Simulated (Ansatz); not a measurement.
CaGaGeH:
```
CaGaGeH
1.0
    4.05464     0.00000     0.00000
   -2.02732     3.51142     0.00000
    0.00000     0.00000     4.56616
Ca Ga Ge H
1 1 1 1
Cartesian
  0.00000   2.34095   4.54611
  0.00000   0.00000   2.56797
  2.02732   1.17047   1.92624
  0.00000   0.00000   4.28737
```

Relaxed with LDA. Special points in fractions of this cell's reciprocal vectors: Γ (0.000, 0.000, 0.000); M (0.500, 0.000, 0.000); K (0.333, 0.333, 0.000); A (0.000, 0.000, 0.500); L (0.500, 0.000, 0.500); H (0.333, 0.333, 0.500).

List the band energies nearest the valence-band maximum at these points for the program Ansatz at the LDA level (PAW).

In eV from the valence-band maximum; about four levels below and three above (degenerate sets whole), none deeper than 8.9 eV; points with the same levels are listed once.

| k | below | above |
|---|---|---|
| Γ | -5.08 -2.44 -1.03 -1.03 | 0.82 3.05 3.05 |
| M | -7.97 -3.60 -2.20 -1.23 | 0.22 1.50 2.42 |
| K | -8.21 -4.66 -3.00 -1.09 | 0.33 2.19 3.06 |
| A | -7.40 -0.26 -0.26 0.00 | 0.89 1.23 1.23 |
| L | -7.23 -5.39 -2.56 -2.46 | 1.13 2.70 3.74 |
| H | -7.68 -5.21 -3.94 -2.27 | 1.61 3.34 3.73 3.73 |

Space group P3m1. The workflow started from a Materials Project entry (that database holds measured and hypothetical structures alike); the Crystallography Open Database files this formula in space group No. 156, but the cells were not matched. Its standing as an ambient phase is unchecked. Symmetry was held in the LDA relaxation; of distortions, only those at the zone centre were tested. Scalar-relativistic: spin–orbit coupling is off unless named, which matters more the heavier the elements.

Potentials: the later of the program's two PAW sets.
